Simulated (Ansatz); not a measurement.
# Rh under strains and displacements

The calculation used DFT PBEsol, scalar-relativistic, plane waves, PAW in Ansatz.

Cutoff 420 eV; k points 18×18×18 on the computed 1-atom cell (Γ-centred); Gaussian smearing, width 0.10 eV; no spin polarisation.

Reference cell:

```
Rh
1.0
     0.00000    1.90155    1.90155
     1.90155    0.00000    1.90155
     1.90155    1.90155    0.00000
Rh
1
Direct
  0.00000 0.00000 0.00000
```

Each variant moves atoms of this cell by the vectors given, if any (Å), and then applies a symmetric strain (tensor components, Cartesian axes). The reference cell isn't relaxed at this level. Energies are per atom at zero smearing, counted from the lowest variant. Pressure is positive in compression.

1. strain (xx yy zz yz xz xy, %) -2.65 -2.65 -2.65 0.00 0.00 0.00
2. strain (xx yy zz yz xz xy, %) 2.28 2.28 2.28 0.00 0.00 0.00
3. strain (xx yy zz yz xz xy, %) 2.04 2.04 2.04 0.00 0.00 0.00
4. strain (xx yy zz yz xz xy, %) -3.39 -3.39 -4.89 0.00 0.00 0.00
5. strain (xx yy zz yz xz xy, %) 1.65 1.65 1.65 0.00 0.00 0.00

Order the variants by energy, lowest first.

1 (0.0 meV/atom), 5 (2.0 meV/atom), 3 (20.9 meV/atom), 2 (33.9 meV/atom), 4 (91.1 meV/atom).

Order them by pressure, highest first.

4 (38.50 GPa), 1 (21.51 GPa), 5 (-16.72 GPa), 3 (-19.03 GPa), 2 (-20.38 GPa).